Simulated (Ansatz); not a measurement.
Be3N2:
```xyz
10
Lattice="2.8372 0.0000 0.0000 -1.4186 2.4571 0.0000 0.0000 0.0000 9.7100" Properties=species:S:1:pos:R:3 pbc="T T T"
Be     0.0000     1.6380     0.7598
Be     1.4186     0.8190     8.9501
Be     1.4186     0.8190     5.6148
Be     0.0000     1.6380     4.0952
Be     0.0000     0.0000     2.4275
Be     0.0000     0.0000     7.2825
N      0.0000     0.0000     0.0000
N      0.0000     0.0000     4.8550
N      0.0000     1.6380     2.4275
N      1.4186     0.8190     7.2825
```

Relaxed with PBEsol. DFT-PBEsol in the program Ansatz with PAW potentials gives a gap of 3.25 eV.

Problem. What gap does HSE06 give on the same cell (Ansatz, PAW)?

Solution. 4.66 eV, 1.41 eV more. The hybrid was solved on a coarser mesh and at special points; the gap given is the minimum over both.

| k | v1 PBEsol | c1 PBEsol | v1 HSE06 | c1 HSE06 |
|---|---|---|---|---|
| Γ | 0.00 | 6.14 | 0.00 | 7.74 |
| A | -0.19 | 6.77 | (withheld) | (withheld) |
| K | -0.57 | 5.27 | (withheld) | (withheld) |
| H | -1.66 | 5.94 | (withheld) | (withheld) |
| M | -1.41 | 3.25 | -1.50 | 4.66 |
| L | -1.75 | 4.41 | (withheld) | (withheld) |

Problem. Top valence (v1) and lowest conduction level (c1) in eV from each method's valence maximum (which need not be a listed point): supply the withheld HSE06 values.

Solution. 
- K, v1 HSE06: -0.60
- K, c1 HSE06: 6.83
- L, v1 HSE06: -1.89
- L, c1 HSE06: 5.85
- A, v1 HSE06: -0.21
- A, c1 HSE06: 8.44
- H, v1 HSE06: -1.74
- H, c1 HSE06: 7.46

Cost on shared cores: the PBEsol run (SCF on a 11×11×3 mesh, then bands and DOS) about 40 core-seconds (a rough figure), the HSE06 run (SCF on 7×7×2, then a few points) very roughly 2.1 core-minutes; the tasks are unlike.

Space group P6_3/mmc. The workflow started from a Materials Project entry (that database holds measured and hypothetical structures alike); the Crystallography Open Database copy checked does not list it. COD files the formula under space group No. 206. Whether it is the stable phase at ambient conditions was not checked. The PBEsol relaxation kept the symmetry of its start; its stability against distortions is not shown here.

Potentials: the later of the program's two PAW sets.
